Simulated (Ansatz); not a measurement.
## Relaxing a structure of PtS$_{2}$

The start is a generated trial cell of PtS2 in the AFLOW prototype AB2_oI6_71_a_g (as in MoPt2). A full variable-cell relaxation at zero pressure is run with r2SCAN (plane waves to 500 eV, PAW, scalar-relativistic; Ansatz, an electronic-structure program).

Ansatz input (later rounds restart from its end on a renewed k-mesh):
Ansatz 0.2 input:
```yaml
crystal:
  lattice:
    - [-1.4579821, 2.0763291, 4.373941]
    - [1.4579821, -2.0763291, 4.373941]
    - [1.4579821, 2.0763291, -4.373941]
  atoms:
    - { symbol: Pt, position: [0, 0, 0] }
    - { symbol: S, position: [0.64667, 0.64667, 0] }
    - { symbol: S, position: [0.35333, 0.35333, 0] }
basis: { ecutwfc: 500, ecutrho_ratio: 4, xc_grid: 4, fft_grid_basis: typed }
kpoints: { mp_grid: { grid: [14, 14, 14] } }
hamiltonian:
  xc: r2scan
  dispersion: none
  pseudopotentials: { kind: paw }
scf: { occupations: { method: fermi_dirac, width: 0.05 } }
relax: { f_tol: 0.01, max_steps: 100, cell: { stress_tol: 0.02 } }
output: { forces: true, stress: true }
```

- Initial pressure = -10.6 GPa (negative: the cell is under tension)
- Outcome = The space group goes from Immm (No. 71) to I4/mmm (No. 139), with 3 atoms in the primitive cell
- Energy released = 0.38 eV/atom
- Volume change = +6.2 %, from 17.65 to 18.74 Å³/atom
- Band gap at the end = no gap (metallic)
- Optimiser moves = 17

The end point of the relaxation:

Space group I4/mmm (No. 139); a = 3.4327 Å, b = 3.4327 Å, c = 9.5433 Å, α = 90.00°, β = 90.00°, γ = 90.00°

| atom | site | symmetry | x | y | z |
|---|---|---|---|---|---|
| Pt | 2a | 4/mmm | 0.0000 | 0.0000 | 0.0000 |
| S | 4e | 4mm | 0.0000 | 0.0000 | 0.3922 |
(The calculation used a cell of 3 atoms; values per cell refer to that cell.)

Final values are on a 19×19×19 k-mesh of the relaxed cell. The relaxed cell holds bonded S–S pairs (2.06 Å). No spin polarisation in the result.

The run could not lose the symmetry of its start, so the end can be a saddle point.

The relaxed structure here is a generated cell of PtS2: the first start was made by placing the elements on the sites of a structure type, and the end was not matched to a known phase here, so it may be hypothetical. Known forms of PtS2 include space group No. 164.
